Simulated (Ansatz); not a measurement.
LaGa$_{2}$:
```cif
data_Ga2La
_chemical_formula_sum 'La1 Ga2'
_space_group_name_H-M_alt 'P 1'
_space_group_IT_number 1
_cell_length_a 4.27347
_cell_length_b 4.27347
_cell_length_c 4.37956
_cell_angle_alpha 90.000
_cell_angle_beta 90.000
_cell_angle_gamma 120.000
loop_
_space_group_symop_operation_xyz
  'x, y, z'
loop_
_atom_site_label
_atom_site_type_symbol
_atom_site_fract_x
_atom_site_fract_y
_atom_site_fract_z
_atom_site_occupancy
La1 La 0.00000 0.00000 0.00000 1
Ga1 Ga 0.66667 0.33333 0.50000 1
Ga2 Ga 0.33333 0.66667 0.50000 1
```

Relaxed with PBEsol.

Q: Which orbitals make up the states near the Fermi level in the program Ansatz at the PBEsol level (PAW)?

A: Within 0.5 eV of the Fermi level: La 5d 52 %, Ga 4p 39 %. Projections are on Löwdin-orthogonalised atomic valence shells; empty p or d shells of many metals are not among them.

Q: Tabulate the density of states.

A: States/eV per cell of 3 atoms, in 0.25 eV bins, energy from the Fermi level.

| E (eV) | total | La 4f | Ga 4p | La 5d |
|---|---|---|---|---|
| -7.85 | 0.89 | 0.00 | 0.12 | 0.05 |
| -7.60 | 1.06 | 0.00 | 0.18 | 0.10 |
| -7.35 | 1.12 | 0.00 | 0.22 | 0.15 |
| -7.10 | 1.33 | 0.00 | 0.29 | 0.22 |
| -6.85 | 1.05 | 0.00 | 0.25 | 0.15 |
| -6.60 | 0.76 | 0.00 | 0.20 | 0.08 |
| -6.35 | 0.34 | 0.00 | 0.09 | 0.03 |
| -6.10 | 0.12 | 0.00 | 0.03 | 0.01 |
| -5.85 | 0.20 | 0.00 | 0.07 | 0.03 |
| -5.60 | 0.80 | 0.00 | 0.29 | 0.11 |
| -5.35 | 0.86 | 0.01 | 0.32 | 0.11 |
| -5.10 | 0.82 | 0.01 | 0.31 | 0.10 |
| -4.85 | 0.78 | 0.01 | 0.30 | 0.09 |
| -4.60 | 0.62 | 0.01 | 0.24 | 0.08 |
| -4.35 | 0.52 | 0.01 | 0.21 | 0.08 |
| -4.10 | 0.46 | 0.01 | 0.18 | 0.07 |
| -3.85 | 0.41 | 0.01 | 0.16 | 0.07 |
| -3.60 | 0.36 | 0.01 | 0.15 | 0.06 |
| -3.35 | 0.38 | 0.01 | 0.17 | 0.06 |
| -3.10 | 0.50 | 0.01 | 0.26 | 0.08 |
| -2.85 | 0.65 | 0.01 | 0.36 | 0.10 |
| -2.60 | 0.66 | 0.01 | 0.39 | 0.11 |
| -2.35 | 0.88 | 0.01 | 0.54 | 0.14 |
| -2.10 | 1.40 | 0.02 | 0.91 | 0.24 |
| -1.85 | 2.49 | 0.03 | 1.68 | 0.50 |
| -1.60 | 1.24 | 0.03 | 0.77 | 0.28 |
| -1.35 | 1.49 | 0.03 | 0.92 | 0.38 |
| -1.10 | 1.67 | 0.04 | 1.04 | 0.43 |
| -0.85 | 2.28 | 0.05 | 1.39 | 0.67 |
| -0.60 | 3.82 | 0.08 | 2.10 | 1.47 |
| -0.35 | 2.89 | 0.07 | 1.43 | 1.25 |
| -0.10 | 1.93 | 0.08 | 0.74 | 1.03 |
| 0.15 | 1.47 | 0.10 | 0.39 | 0.94 |
| 0.40 | 1.17 | 0.11 | 0.27 | 0.75 |
| 0.65 | 0.79 | 0.10 | 0.17 | 0.49 |
| 0.90 | 0.36 | 0.07 | 0.07 | 0.19 |
| 1.15 | 1.05 | 0.33 | 0.22 | 0.38 |
| 1.40 | 3.62 | 1.52 | 0.70 | 1.04 |
| 1.65 | 2.98 | 1.63 | 0.44 | 0.64 |
| 1.90 | 5.59 | 4.04 | 0.39 | 0.89 |
| 2.15 | 15.19 | 13.79 | 0.23 | 0.86 |

Space group P6/mmm. The workflow started from an entry of the Crystallography Open Database (COD, 293 K). Whether it is the stable phase at ambient conditions was not checked. The PBEsol relaxation kept the symmetry of its start; of distortions, only those at the zone centre were tested. Spin–orbit coupling is left out wherever it is not named.

Potentials: the later of the program's two PAW sets.
